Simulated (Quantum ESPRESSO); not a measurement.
```
CELL_PARAMETERS angstrom
      3.97973     0.00000     0.00000
      0.00000     3.97973     0.00000
      0.00000     0.00000     8.59084
ATOMIC_POSITIONS crystal
  H  0.50000 0.50000 0.00000
  H  0.00000 0.00000 0.00000
  Ca 0.00000 0.50000 0.13827
  Ca 0.50000 0.00000 0.86173
  I  0.00000 0.50000 0.67974
  I  0.50000 0.00000 0.32026
```

Cell and atoms were relaxed with PBE+D3(BJ) from Materials Project entry mp-24204, within its symmetry.

What does PBEsol (pw.x of Quantum ESPRESSO, ONCV potentials, without SOC) give for the electronic structure near the Fermi level?

The PBEsol gap is indirect, 2.92 eV, from Z to M; the smallest direct gap is 3.21 eV. Spin-orbit coupling is left out, which matters for elements this heavy: edges can move by tenths of an eV.
